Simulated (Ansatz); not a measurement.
NaCl:
```
NaCl
1.0
    0.00000     2.80365     2.80365
    2.80365     0.00000     2.80365
    2.80365     2.80365     0.00000
Na Cl
1 1
Direct
  0.00000   0.00000   0.00000
  0.50000   0.50000   0.50000
```

Relaxed with r²SCAN.

### Question
Give the Bader charges and basin volumes of the independent atoms, r²SCAN in the plane-wave PAW code Ansatz.

### Answer


```csv
atom,Bader charge (e),Bader volume (Å³)
Na1,+0.88,9.1
Cl2,-0.88,35.0
```

Space group Fm-3m (rock salt). Symmetry was held in the r²SCAN relaxation.

Potentials: the earlier of the program's two PAW sets.
